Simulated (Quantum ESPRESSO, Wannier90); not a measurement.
**InAs (zinc blende): Wannier90 run**

```xyz
2
Lattice="0.0000 3.0536 3.0536 3.0536 0.0000 3.0536 3.0536 3.0536 0.0000" Properties=species:S:1:pos:R:3 pbc="T T T"
In     1.5268     1.5268     1.5268
As     0.0000     0.0000     0.0000
```

Cell from Materials Project (mp-20305), symmetrised, no further relaxation. COD (Crystallography Open Database) has an entry of this formula and space group (matched by these alone). Level: PBEsol, no spin polarisation, no spin-orbit coupling; pw.x of Quantum ESPRESSO at 68 Ry with PseudoDojo potentials, 10×10×10 k-points, Wannier90. Density: 10×10×10 mesh, cold smearing 0.01 Ry. Spin-orbit coupling is left out although heavy elements are present.

Base run: 8 functions from bands 11-25 of the 25 computed, start hydrogen-like In: s;p; As: s;p, centres 0.05 Å off the atoms, frozen window up to 1.50 eV relative to the Fermi level, outer window open. One thing is changed at a time; window edges are relative to the Fermi level. The misfit compares interpolated bands with pw.x on a high-symmetry path, for states up to 1.0 eV relative to the Fermi level. Converged means that the tolerances were met: symmetric starts can stop on a saddle, which shows as a larger Ω_OD at equal Ω_I and can move the misfit too.

| setting | functions | frozen to (eV) | Ω_I (Å²) | Ω_D (Å²) | Ω_OD (Å²) | rms misfit (meV) | worst (meV) | ended |
|---|---|---|---|---|---|---|---|---|
| base | 8 | 1.50 | 12.09 | 0.02 | 1.78 | 2.9 | 45 | converged |

### Question
Starting from this base row, predict which settings stop with an error, and how Ω_I and the misfit move in the others: frozen window to -0.50 eV; frozen window to 0.50 eV; frozen window to -1.50 eV; no frozen window; outer window to 14.02 eV; outer window to 9.32 eV.

### Answer
```json
[
 {"setting": "frozen window to -0.50 eV", "functions": "8", "frozen to (eV)": "-0.50", "Ω_I (Å²)": "11.96", "Ω_D (Å²)": "0.01", "Ω_OD (Å²)": "1.77", "rms misfit (meV)": "45", "worst (meV)": "301", "ended": "converged"},
 {"setting": "frozen window to 0.50 eV", "functions": "8", "frozen to (eV)": "0.50", "Ω_I (Å²)": "11.97", "Ω_D (Å²)": "0.01", "Ω_OD (Å²)": "1.78", "rms misfit (meV)": "42", "worst (meV)": "301", "ended": "converged"},
 {"setting": "frozen window to -1.50 eV", "functions": "8", "frozen to (eV)": "-1.50", "Ω_I (Å²)": "11.85", "Ω_D (Å²)": "0.01", "Ω_OD (Å²)": "1.71", "rms misfit (meV)": "72", "worst (meV)": "327", "ended": "converged"},
 {"setting": "no frozen window", "functions": "8", "frozen to (eV)": "none", "Ω_I (Å²)": "11.47", "Ω_D (Å²)": "0.01", "Ω_OD (Å²)": "1.72", "rms misfit (meV)": "168", "worst (meV)": "708", "ended": "converged"},
 {"setting": "outer window to 14.02 eV", "functions": "8", "frozen to (eV)": "1.50", "Ω_I (Å²)": "13.61", "Ω_D (Å²)": "0.04", "Ω_OD (Å²)": "1.90", "rms misfit (meV)": "2.4", "worst (meV)": "35", "ended": "converged"},
 {"setting": "outer window to 9.32 eV", "functions": "8", "frozen to (eV)": "1.50", "Ω_I (Å²)": "21.49", "Ω_D (Å²)": "0.21", "Ω_OD (Å²)": "3.08", "rms misfit (meV)": "3.1", "worst (meV)": "13", "ended": "converged"}
]
```
